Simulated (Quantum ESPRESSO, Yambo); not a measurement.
CdCl$_{2}$ monolayer at -4 % uniaxial strain: DFT and GW levels

```xyz
3
Lattice="3.6630 0.0000 0.0000 -1.8315 3.3044 0.0000 0.0000 0.0000 15.9000" Properties=species:S:1:pos:R:3 pbc="T T T"
Cl     1.8315     1.1111     1.4727
Cl     0.0000     2.1933    -1.4727
Cd     0.0000     0.0000     0.0000
```

The PBEsol cell relaxed from Materials Project entry mp-22881 was given a uniaxial strain of -4 % along x, the other axes held, and the atoms were relaxed again, with the Coulomb interaction truncated along z.

Starting point: PBEsol (pw.x of Quantum ESPRESSO, ONCV potentials, without SOC). G0W0 in Yambo: 6×6×1 Γ-centred k mesh, bands 5 to 102 and a 6 Ry block in the screening, 102 bands in G with the Bruneval-Gonze terminator, plasmon pole fitted at 27.2 eV, slab-truncated Coulomb interaction, stochastic integration of W near q = 0.

| Property | Result |
|---|---|
| PBEsol gap along the band path | 3.96 eV |
| PBEsol gap between the mesh's edge points (Γ → Γ) | 3.96 eV |
| G0W0 gap between the same points | 6.96 eV |

| k point | band | E PBEsol (eV) | E QP (eV) | shift (eV) | Z |
|---|---|---|---|---|---|
| Γ | VB | 0.00 | -1.62 | -1.62 | 0.80 |
| Γ | CB | 3.96 | 5.34 | 1.38 | 0.84 |
| (0, -0.5) | VB | -0.09 | -1.73 | -1.64 | 0.80 |
| (0, -0.5) | CB | 4.80 | 6.54 | 1.74 | 0.84 |

Energies count from the PBEsol valence-band maximum.

Convergence of the G0W0 settings was not tested.

Spin-orbit splittings are left out.

This is a model layer cut from the bulk structure; whether it is stable on its own was not checked.
